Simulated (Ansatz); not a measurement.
One stationary structure of TiO2. Space group I4₁/amd (No. 141), anatase type. Computed with PBE (plane waves to 420 eV, PAW, scalar-relativistic; Ansatz, a first-principles code).

```cif
data_O4Ti2
_chemical_formula_sum 'Ti2 O4'
_space_group_name_H-M_alt 'P 1'
_space_group_IT_number 1
_cell_length_a 5.54574
_cell_length_b 5.54574
_cell_length_c 5.54574
_cell_angle_alpha 139.946
_cell_angle_beta 139.946
_cell_angle_gamma 57.935
loop_
_space_group_symop_operation_xyz
  'x, y, z'
loop_
_atom_site_label
_atom_site_type_symbol
_atom_site_fract_x
_atom_site_fract_y
_atom_site_fract_z
_atom_site_occupancy
Ti1 Ti 0.50000 0.50000 0.00000 1
Ti2 Ti 0.25000 0.75000 0.50000 1
O1 O 0.29360 0.29360 0.00000 1
O2 O 0.04360 0.54360 0.50000 1
O3 O 0.45640 0.95640 0.50000 1
O4 O 0.70640 0.70640 0.00000 1
```

```yaml
volume_per_atom: 11.67 Å³
band_gap: 2.13 eV, indirect (valence top at 87 % of the way from Γ to X, conduction bottom at Γ) (no spin-orbit coupling)
smallest_direct_gap: 2.43 eV at 62 % of the way from Γ to M
shortest_distances: O–Ti 1.95 Å; O–O 2.47 Å; Ti–Ti 3.08 Å
k-mesh: 12×12×12
```

Band energies at high-symmetry points (eV from the VBM; labels of this space group; no spin-orbit coupling), from −5 eV up to 3.7 eV:

```csv
point,energies
Γ,-3.88 -3.78 -3.78 -3.38 -1.99 -1.99 -1.96 -0.79 -0.79 -0.78 -0.42 -0.42 2.13 2.79
X,-4.31 -4.31 -4.10 -4.10 -3.66 -3.66 -2.57 -2.57 -1.97 -1.97 -0.05 -0.05 3.23 3.23
P,-4.20 -4.20 -4.16 -4.16 -3.68 -3.68 -2.86 -2.86 -1.55 -1.55 -0.25 -0.25 3.46 3.46 3.49 3.49
N,-4.34 -4.13 -3.67 -3.61 -3.30 -2.08 -1.99 -1.90 -1.88 -0.88 -0.85 -0.64 3.20 3.48 3.53 3.54
M,-3.70 -3.70 -3.63 -3.63 -1.97 -1.97 -1.33 -1.33 -1.23 -1.23 -0.10 -0.10 2.45 2.45
S,-4.56 -3.69 -3.68 -3.66 -2.89 -2.85 -2.13 -1.80 -1.17 -0.90 -0.83 -0.82 3.20 3.43 3.48 3.50
S0,-4.56 -3.69 -3.68 -3.66 -2.89 -2.85 -2.13 -1.80 -1.17 -0.90 -0.83 -0.82 3.20 3.43 3.48 3.50
R,-4.48 -4.48 -3.82 -3.82 -3.52 -3.52 -2.68 -2.68 -1.82 -1.82 -0.09 -0.09 3.21 3.21 3.65 3.65
```

No spin polarisation in the result.

Measured for TiO2: gap 3.42 eV (0 K or low temperature; as listed in Wei Kang, Mark S. Hybertsen, Physical Review B (2010)). Computed minus measured — gap: PBE -1.29 eV. The computed values are for a static lattice, and a measured gap can be an optical one, lowered by exciton binding.

The run could not lose the symmetry of its start; a randomly shaken copy of 6 atoms returns to this structure.
